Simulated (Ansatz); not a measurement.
**Property card for BeAg**

BeAg (CsCl type, Pm-3m), a = b = c = 2.9313 Å, α = β = γ = 90.00°.

Space group Pm-3m (No. 221), CsCl type; conventional cell a = 2.9313 Å, b = 2.9313 Å, c = 2.9313 Å, α = 90.00°, β = 90.00°, γ = 90.00°.

Method: r²SCAN in the plane-wave PAW code Ansatz. Geometry: relaxed at this level of theory. Other levels are named where they apply.

Cell and energy:

```yaml
volume_per_atom: 12.59 Å³
density: 7.71 g/cm³
Formation energy from the elements (no fitted shifts): 0.18 eV/atom
```

Electronic structure:

```yaml
electronic_character: metallic (no gap)
Density of states at the Fermi level: 0.23 states/eV per atom (mean over ±0.08 eV)
Gap with spin–orbit coupling: none (metallic)
```

Mechanics:

```yaml
Bulk modulus (Birch–Murnaghan fit): 1280 kbar
Pressure derivative B′: 4.7
Elastic constants (relaxed ions, GPa): C11 = 171, C12 = 107, C44 = 79.0
mechanical_stability: stable (all eigenvalues of C positive)
hill_bulk_and_shear_moduli: 128 and 55.0 GPa
Young's modulus: 144 GPa
Poisson's ratio: 0.31
debye_temperature_from_the_elastic_constants: 382 K
```

Charges:

```yaml
bader_charges: Be +1.23, Ag -1.23 e
```

The start of the workflow was typed in or built on a structure type; neither database checked (COD, Materials Project) lists it. Its standing as an ambient phase is unchecked. The r²SCAN relaxation kept the symmetry of its start; its stability against distortions is not shown here. No spin polarisation was allowed. Its formation energy is positive at this level, so the cell may be metastable or incomplete. As this level gives no gap, shear constants depend on the k-mesh and smearing (Fermi–Dirac, 0.1 eV here). The references are the lowest solids computed at this level, not always the standard phases. Spin–orbit coupling is left out wherever it is not named.

Potentials: the later of the program's two PAW sets.
